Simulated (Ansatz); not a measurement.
# Sn3GeO4: relaxed-ion elastic tensor

Computed with DFT PBE, scalar-relativistic, plane waves, PAW in Ansatz. Cutoff 420 eV, 8×8×4 k-points (Γ-centred), fixed occupations. No spin polarisation.

The cell, relaxed at this level:
```yaml
crystal:
  lattice:
    - [2.71737, -2.70947, -0.00090]
    - [2.71737, 2.70947, -0.00090]
    - [-0.10313, 0.00000, 9.87067]
  atoms:
    - { symbol: Sn, position: [0.25733, 0.25733, 0.87412] }
    - { symbol: Sn, position: [0.24988, 0.24988, 0.35814] }
    - { symbol: Sn, position: [0.75242, 0.75242, 0.63675] }
    - { symbol: Ge, position: [0.70735, 0.70735, 0.13936] }
    - { symbol: O, position: [0.27076, 0.75333, 0.24058] }
    - { symbol: O, position: [0.75464, 0.25429, 0.75523] }
    - { symbol: O, position: [0.25429, 0.75464, 0.75523] }
    - { symbol: O, position: [0.75333, 0.27076, 0.24058] }
```

It was reached by relaxing an invented guess, and it needn't be the stable form of this composition. Spin–orbit coupling is left out, which matters for heavy elements. No dispersion correction is applied, so modes and constants that involve weak contacts between layers, chains or molecules come out too soft.

Question: Give the relaxed-ion elastic constants (GPa, Voigt order xx yy zz yz xz xy, on the Cartesian axes of the cell above).

Answer:
```
120.5 -17.1   6.2   0.0   3.2   0.0
-17.0 140.6   6.7   0.0   2.9   0.0
  6.1   6.6  21.4   0.0   1.0   0.0
  0.0   0.0   0.0  16.2   0.0   1.4
  3.2   2.9   1.0   0.0  16.9   0.0
  0.0   0.0   0.0   1.4   0.0  -1.2
```

Question: Is the crystal stable against homogeneous strain?

Answer: No: the tensor has an eigenvalue of -1.3 GPa, so some strain lowers the energy.
